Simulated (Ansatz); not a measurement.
A plane-wave DFT run in Ansatz 0.2.0 (scalar-relativistic PAW potentials unless the input names others): input and command.

```yaml
crystal:
  lattice:
    - [0.0, 3.3522, 3.3522]
    - [3.3522, 0.0, 3.3522]
    - [3.3522, 3.3522, 0.0]
  atoms:
    - { symbol: Cs, position: [0.0, 0.0, 0.0] }
    - { symbol: H, position: [0.25, 0.25, 0.25] }
basis:
  ecutwfc: 420
  xc_grid: 1
kpoints:
  mp_grid: { grid: [8, 8, 8] }
hamiltonian:
  xc: lda
scf:
  occupations: { method: tetrahedron }
output:
  forces: true
  eigenvalues: true
  stress: true
```

```bash
ansatz run input.yaml --threads 1 --pin off --max-ram 1228MiB --backend cpu --events-out ev --progress --plain --runs-dir out
```

Abridged log:
```
Warning: output.forces, output.stress, relax.cell or npt_langevin: where a Kohn–Sham band that disperses or a degenerate level is filled in part under the method tetrahedron, the forces or the stress that this run publishes need not agree with its energy (scf.occupations.method in the input reference, under Limitations); prefer a smearing scheme for the forces or the stress
Basis set: ecut = 420 eV, 1459 PW (Γ)
Bands: 9, of which v1, the nominal top of the filled ones, is band 5 counted from 1 (4 counted from 0)
Symmetry: 24 space group operations
k-points: 29 of 512 (time reversal used)
SCF iter   1: F=—  HF=-5520.727326 eV  |F-HF|=—  |Δ(HF+E_count)|=         —  Δρ=6.84e-3  dr2=4.12e-2  ethr=1.77e-3  ⟨swp⟩=6.2  Hψ=2195  notcnv=0
SCF iter   2: F=—  HF=-5520.712267 eV  |F-HF|=—  |Δ(HF+E_count)|=   1.51e-2  Δρ=1.08e-3  dr2=5.13e-4  ethr=4.12e-4  ⟨swp⟩=2.1  Hψ=636  notcnv=0
SCF iter   3: F=—  HF=-5520.712291 eV  |F-HF|=—  |Δ(HF+E_count)|=   2.49e-5  Δρ=4.24e-4  dr2=7.89e-5  ethr=5.13e-6  ⟨swp⟩=2.2  Hψ=417  notcnv=0
SCF iter   4: F=—  HF=-5520.712304 eV  |F-HF|=—  |Δ(HF+E_count)|=   1.24e-5  Δρ=3.41e-5  dr2=7.44e-7  ethr=7.89e-7  ⟨swp⟩=2.9  Hψ=477  notcnv=0
SCF iter   5: F=-5520.712304 eV  HF=-5520.712304 eV  |F-HF|=1.93e-8  |Δ(HF+E_count)|=   2.66e-7  Δρ=1.04e-5  dr2=4.24e-8  ethr=1.00e-9  ⟨swp⟩=4.3  Hψ=820  notcnv=0
SCF 1 converged in 5 iterations: F = -5520.712304 eV  dr2 = 4.24e-8
SCF converged after 5 iterations
Stability not checked: this state was not tested for a lower state beside it, because cold or Methfessel-Paxton smearing, or corrected tetrahedra, fill the levels in a way that the test cannot read (fill_not_monotonic; see scf.lower_state_search)
Free energy (F): -5520.712304 eV
Harris-Foulkes:  -5520.712304 eV  (|F-HF|=1.93e-8)
Internal energy: -5520.712304 eV  (E = F + TS)
E sigma→0 (E₀):  -5520.712304 eV
Fermi energy:    1.932553 eV
--- Forces (eV/Å), atoms counted from 1 ---
  atom   1  Cs     0.00000000     0.00000000     0.00000000
  atom   2  H      0.00000000     0.00000000     0.00000000
--- Stress (GPa, compression-positive) ---
       -0.057293       0.000000       0.000000
        0.000000      -0.057293       0.000000
        0.000000       0.000000      -0.057293
  P = ⅓ Tr σ = -0.0573 GPa (-0.573 kbar)
```

Apart from outputs and empty bands, the input differs from a reference run on usual settings in basis.xc_grid: not typed → 1; scf.occupations.width: 0.02 → not typed; scf.occupations.method: "gaussian" → "tetrahedron". The reference, at the same geometry, gave pressure -0.06 GPa, largest force 0.000 eV/Å, gap on the mesh 2.43 eV. This run converged in 5 SCF iterations (reference: 6) with an energy at zero smearing within 0.01 meV/atom of the reference's, pressure -0.06 GPa, largest force 0.000 eV/Å, gap on the mesh 2.43 eV.

The run took 2.1 s on 1 thread of Arm Neoverse V2, on a shared host, peak memory 0.29 GiB.